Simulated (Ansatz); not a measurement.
From the elastic tensor of Ti3Ag to moduli and sound speeds

Level of theory: DFT LDA, scalar-relativistic, plane waves, PAW in Ansatz. Plane waves to 420 eV; Γ-centred k mesh 10×10×10; Fermi-Dirac smearing of 0.15 eV. No spin polarisation.

It takes space group Pm-3m (No. 221, cubic). Conventional cell: a = 3.994 Å, b = 3.994 Å, c = 3.994 Å, α = 90.00°, β = 90.00°, γ = 90.00°. Around Ti (site symmetry 4/mmm) lie 8 Ti at 2.82 Å and 4 Ag at 2.82 Å. Ag (site symmetry m-3m) is surrounded by 12 Ti at 2.82 Å.

In a metal, frequencies and elastic constants depend on the k mesh and the smearing, soft modes and shear constants most.

Relaxed-ion constants (GPa, on the Cartesian axes of the calculation):
```
162.2 121.1 121.1   0.0   0.0   0.0
121.1 162.2 121.1   0.0   0.0   0.0
121.1 121.1 162.2   0.0   0.0   0.0
  0.0   0.0   0.0  42.5   0.0   0.0
  0.0   0.0   0.0   0.0  42.5   0.0
  0.0   0.0   0.0   0.0   0.0  42.5
```

Density 6.556 g/cm³; 4 atoms in 63.69 Å³.

The values that follow are for a polycrystal of randomly turned grains, by Hill's mean where one number stands.

With S = C⁻¹: B_V = (C11+C22+C33+2(C12+C13+C23))/9, G_V = (C11+C22+C33−C12−C13−C23+3(C44+C55+C66))/15, 1/B_R = S11+S22+S33+2(S12+S13+S23), 15/G_R = 4(S11+S22+S33−S12−S13−S23)+3(S44+S55+S66); Hill is their mean. Then v_l = √((B+4G/3)/ρ), v_t = √(G/ρ), v_m = [(2/v_t³+1/v_l³)/3]^(−1/3) and Θ = (ħ/k_B)·v_m·(6π²n/V)^(1/3) for n atoms in the volume V; E = 9BG/(3B+G), ν = (3B−2G)/(2(3B+G)) and A^U = 5G_V/G_R + B_V/B_R − 6.

```
Bulk modulus, Voigt / Reuss / Hill          : 134.8 / 134.8 / 134.8 GPa
Shear modulus, Voigt / Reuss / Hill         : 33.7 / 29.8 / 31.7 GPa
Young's modulus                             : 88 GPa
Poisson ratio                               : 0.391
Pugh ratio B/G                              : 4.25 (over 1.75, the rule of thumb for ductile)
Universal anisotropy index                  : 0.66
Longitudinal and transverse sound speeds    : 5197 and 2200 m/s
Debye temperature from the mean sound speed : 294 K
```

Cost: 1 run of about 2.4 core-minutes, on Intel Xeon Platinum 8488C (Sapphire Rapids) (shared hosts).